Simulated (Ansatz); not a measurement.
ZnSe:
```
ZnSe
1.0
    3.74270     0.00000     0.00000
   -1.87135     3.24127     0.00000
    0.00000     0.00000     3.32823
Zn Se
1 1
Cartesian
  0.00000   0.00000   0.00000
  1.87135   1.08042   1.66412
```

Relaxed with PBE. Special points in fractions of this cell's reciprocal vectors: Γ (0.000, 0.000, 0.000); M (0.500, 0.000, 0.000); K (0.333, 0.333, 0.000); A (0.000, 0.000, 0.500); L (0.500, 0.000, 0.500); H (0.333, 0.333, 0.500).

Q: List the band energies nearest the Fermi level at these points for plane-wave PAW PBE with spin–orbit coupling (Ansatz code).

A: In eV from the Fermi level; about four levels below and three above (degenerate sets whole), none deeper than 8.9 eV; points with the same levels are listed once.

```
k                    below                above
-  -----------------------  -------------------
Γ  -0.57 -0.57 -0.25 -0.25  5.89 5.89 5.97 5.97
M  -5.83 -5.83 -2.21 -2.21  0.55 0.55 1.70 1.70
K  -5.57 -5.49 -4.37 -4.24       0.71 0.73 5.11
A  -6.57 -6.57 -5.94 -5.94  0.02 0.02 0.34 0.34
L  -1.06 -1.06 -0.37 -0.37  4.85 4.85 4.93 4.93
H  -1.91 -1.74 -0.84 -0.84       1.53 1.59 7.90
```

Space group P-6m2. The cell is a constructed one: a structure type filled with these elements; neither database checked (COD, Materials Project) lists it. It is not the phase usual at ambient conditions (space group No. 216). The PBE relaxation kept the symmetry of its start; its stability against distortions is not shown here.

Potentials: the earlier of the program's two PAW sets.
